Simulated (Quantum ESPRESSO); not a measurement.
Simulation results for Al3SiCN3 (made-up cell)

Calculation on a made-up crystal cell, not a measurement: periodic Kohn-Sham density functional theory in plane waves with PseudoDojo standard norm-conserving scalar-relativistic pseudopotentials, each functional with its own files (v0.5 for PBE, v0.4.1 for LDA and PBEsol), no spin polarisation, no spin-orbit coupling, atoms not relaxed, stress positive in tension, energies less a fixed whole-eV offset for each atom's element; levels are Kohn-Sham levels at fractions of this cell's reciprocal vectors, counted from the reference band (half the neutral cell's valence electrons, rounded up) at Gamma; error bars cover cutoff and k-mesh only, not smearing or the files; added strain carries the atoms with the cell, and shear is the tensor component; each bar is the largest change over components, and at least 0.002 eV, 0.002 eV per angstrom or 0.02 GPa; energies are for the whole cell, and the offsets were chosen from early runs and are not element reference energies. Program: Quantum ESPRESSO 7.5.

Common to all runs: lattice type wurtzite; functional pbe; cutoff 1143 eV; fermi dirac smearing 0.025 eV; scf tolerance 1e-07 eV; electrons removed 0; added strain kind shear xy; k mesh 6 x 4 x 4, shifted by half a step.

(1) Al3SiCN3 (made-up cell)

Unstrained structure:
```
CELL_PARAMETERS angstrom
3.03180 -0.00480 0.01680
-0.00820 5.32100 0.06010
0.02750 0.05670 4.96220
ATOMIC_POSITIONS crystal
Al 0.99946 0.96893 0.96348
Al 0.50954 0.52477 0.98880
Si 0.48184 0.18044 0.47825
Al 0.98397 0.65945 0.50605
N 0.02833 0.97891 0.33586
N 0.45228 0.49558 0.37198
C 0.46190 0.18805 0.87833
N 0.02858 0.67663 0.87317
```

| Quantity | Value |
| --- | --- |
| added strain | -0.0243 |
| structure shown | before the added strain of -0.0243 |
| free energy less offsets | -0.8286 eV |
| smearing term minus ts | 0 eV |
| scf iterations | 13 |
| pressure | 20.69 GPa |
| stress xx | -19.49 GPa |
| stress yy | -32 GPa |
| stress zz | -10.56 GPa |
| stress yz | 0.7996 GPa |
| stress xz | 2.975 GPa |
| stress xy | -7.311 GPa |
| reference band | 16 |
| error bar energy | 0.002 eV |
| error bar stress | 0.04148 GPa |
| error bar force | 0.01124 eV/Å |
| error bar next band up | 0.002 eV |
| error bars from | tighter rerun of a related cell |

Atoms:
| atoms element | atom site | atom energy offset (eV) |
| --- | --- | --- |
| Al | 1 | -64 |
| Al | 2 | -64 |
| Si | 3 | -115 |
| Al | 4 | -64 |
| N | 5 | -283 |
| N | 6 | -283 |
| C | 7 | -163 |
| N | 8 | -283 |

Forces:
| site | x (eV/Å) | y (eV/Å) | z (eV/Å) |
| --- | --- | --- | --- |
| 1 | -2.107 | 7.356 | 1.245 |
| 2 | -0.2263 | -2.452 | 0.4033 |
| 3 | -0.1981 | -2.026 | 2.121 |
| 4 | -0.4495 | 0.2734 | -0.5489 |
| 5 | -0.7419 | 1.988 | 3.005 |
| 6 | 1.539 | -0.08658 | -0.3449 |
| 7 | 2.799 | -1.076 | -3.901 |
| 8 | -0.6151 | -3.977 | -1.979 |

Levels:
| level k point | next band up (eV) |
| --- | --- |
| Gamma | 1.154 |
| (1/2,1/2,1/2) | 1.014 |
| (0.15,0,0) | 1.868 |
| (0,0.15,0) | 1.389 |
| (0,0,0.15) | 1.353 |

(2) Al3SiCN3 (made-up cell)

Structure as in entry 1.

| Property | Result |
| --- | --- |
| added strain | -0.0209 |
| structure shown | before the added strain of -0.0209 |

Atoms:
| atoms element | atom site | atom energy offset (eV) |
| --- | --- | --- |
| Al | 1 | -64 |
| Al | 2 | -64 |
| Si | 3 | -115 |
| Al | 4 | -64 |
| N | 5 | -283 |
| N | 6 | -283 |
| C | 7 | -163 |
| N | 8 | -283 |

Question: Give the missing stress yz for Al3SiCN3 (made-up cell) (entry 2).
Answer: 0.7818 GPa

Question: Al3SiCN3 (made-up cell) (entry 2): stress xx?
Answer: -19.3 GPa

Question: Give the missing pressure for Al3SiCN3 (made-up cell) (entry 2).
Answer: 20.54 GPa

Question: What stress xz does the calculation give for Al3SiCN3 (made-up cell) (entry 2)?
Answer: 2.862 GPa

Further results for Al3SiCN3 (made-up cell) (entry 2):

| Quantity | Value |
| --- | --- |
| free energy less offsets | -0.8536 eV |
| smearing term minus ts | 0 eV |
| scf iterations | 13 |
| stress yy | -31.75 GPa |
| stress zz | -10.56 GPa |
| stress xy | -6.088 GPa |
| reference band | 16 |
| error bar energy | 0.002 eV |
| error bar stress | 0.04148 GPa |
| error bar force | 0.01124 eV/Å |
| error bar next band up | 0.002 eV |
| error bars from | tighter rerun of a related cell |

Forces:
| site | x (eV/Å) | y (eV/Å) | z (eV/Å) |
| --- | --- | --- | --- |
| 1 | -2.019 | 7.445 | 1.224 |
| 2 | -0.09547 | -2.464 | 0.4009 |
| 3 | -0.1762 | -2.068 | 2.114 |
| 4 | -0.5261 | 0.2988 | -0.5342 |
| 5 | -0.7413 | 2.02 | 3.022 |
| 6 | 1.624 | -0.09787 | -0.3634 |
| 7 | 2.683 | -1.136 | -3.872 |
| 8 | -0.7487 | -3.998 | -1.992 |

Levels:
| level k point | next band up (eV) |
| --- | --- |
| Gamma | 1.131 |
| (1/2,1/2,1/2) | 1.023 |
| (0.15,0,0) | 1.861 |
| (0,0.15,0) | 1.369 |
| (0,0,0.15) | 1.336 |
